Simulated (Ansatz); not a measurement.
BaTiO3 (cubic perovskite, Pm-3m) at seven volumes, the program Ansatz at the PBE level (PAW), scaled uniformly. One row is withheld.

| V (Å³/atom) | P (GPa) |
|---|---|
| 11.817 | 18.99 |
| 12.207 | 11.59 |
| 12.596 | ? |
| 12.986 | 0.00 |
| 13.376 | -4.51 |
| 13.765 | -8.33 |
| 14.155 | -11.55 |

Q: Fit the shown pressures and predict the withheld one.

A: P = (3/2)B₀(x^(7/2) − x^(5/2))[1 + (3/4)(B′ − 4)(x − 1)] with x = (V₀/V)^(2/3). Least squares on the six rows gives V₀ = 12.986 Å³/atom, B₀ = 163 GPa, B′ = 4.50. At V = 12.596, x = 1.0205 and P = 5.32 GPa. The run itself gave 5.31 GPa.

This is a known high-temperature phase of the composition, computed here at zero pressure and temperature. The cell was relaxed with PBE under the symmetry of its start. At this level the phase is dynamically unstable (imaginary phonons). No spin polarisation was allowed. Scalar-relativistic: spin–orbit coupling is off unless named, which matters more the heavier the elements.

Potentials: the later of the program's two PAW sets.
